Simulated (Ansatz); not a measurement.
A relaxed cell of ScCdC4N4 is given with its symmetry left out. The cell was found from a structure generator's guess, not taken from experiment.

Computed with DFT PBE, scalar-relativistic, plane waves, PAW (Ansatz 0.2.0). Cutoff 420 eV, Γ-centred mesh, Gaussian smearing, no spin polarisation.

```
CELL_PARAMETERS angstrom
7.99800 0.00000 0.00000
0.00000 7.99800 0.00000
0.00000 0.00000 3.71673
ATOMIC_POSITIONS crystal
Sc 0.50000 0.50000 0.00000
Cd 0.00000 0.00000 0.00000
C 0.20468 0.79532 0.00000
C 0.79532 0.20468 0.00000
C 0.20468 0.20468 0.00000
C 0.79532 0.79532 0.00000
N 0.30814 0.69186 0.00000
N 0.69186 0.30814 0.00000
N 0.30814 0.30814 0.00000
N 0.69186 0.69186 0.00000
```

Formation energies are uncorrected and refer to the elements' standard structures at the same level (N₂ as a molecule).

(1) Find its symmetry and describe it.

(2) What is its formation energy per atom?

(3) Is it a metal?

(4) From what recipe could a structure generator have reached it?

Results:

(1) P4/mmm (No. 123). Conventional cell: a = 7.998 Å, c = 3.717 Å. Around Sc lie 4 N at 2.17 Å; around Cd lie 4 C at 2.32 Å; around C lie 1 N at 1.17 Å and 1 Cd at 2.32 Å; N is surrounded by 1 C at 1.17 Å and 1 Sc at 2.17 Å.

(2) +0.25 eV/atom. The separate elements lie lower, so it is unstable against them.

(3) Yes, bands cross the Fermi level on the 6×6×10 mesh.

(4) One such recipe: stacked square cyanide-bridged sheets (P4/mmm, No. 123). Other recipes can lead to the same cell.

The last run used a 6×6×10 mesh (in the run's order of axes) for its 10-atom cell and Gaussian smearing of 0.10 eV. The cell is a metal run without spin, though a test with spin on the coarse mesh kept 0.4 μB a cell, so a magnetic state probably lies lower. The reference form of C is held partly by dispersion forces, which this level lacks. Symmetry constrained the relaxation, so the result can be a saddle point.
